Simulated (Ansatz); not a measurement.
KMgH₃:
```xyz
5
Lattice="3.9126 0.0000 0.0000 0.0000 3.9126 0.0000 0.0000 0.0000 3.9126" Properties=species:S:1:pos:R:3 pbc="T T T"
K      0.0000     0.0000     0.0000
Mg     1.9563     1.9563     1.9563
H      1.9563     0.0000     1.9563
H      0.0000     1.9563     1.9563
H      1.9563     1.9563     0.0000
```

Tensor components refer to the Cartesian frame of this cell.

### Question
Give the high-frequency dielectric tensor and the Born effective charge tensors of the independent atoms from DFPT, LDA (plane waves, PAW; program Ansatz).

### Answer

ε∞:
```
3.80  0.00  0.00
0.00  3.80  0.00
0.00  0.00  3.80
```
Z* of atom 1 (K), rows: field, columns: displacement, in e:
```
0.95  0.00  0.00
0.00  0.95  0.00
0.00  0.00  0.95
```
Z* of atom 2 (Mg), rows: field, columns: displacement, in e:
```
1.83  0.00  0.00
0.00  1.83  0.00
0.00  0.00  1.83
```
Z* of atom 3 (H), rows: field, columns: displacement, in e:
```
-0.80   0.00   0.00
 0.00  -1.18   0.00
 0.00   0.00  -0.80
```

Space group Pm-3m (cubic perovskite). The first step of the workflow began from a Materials Project structure, measured or hypothetical; the Crystallography Open Database files this formula in space group No. 221, but the cells were not matched. Whether it is the stable phase at ambient conditions was not checked. The LDA relaxation kept the symmetry of its start; whether a distortion lowers the energy is not shown.

Potentials: the later of the program's two PAW sets.
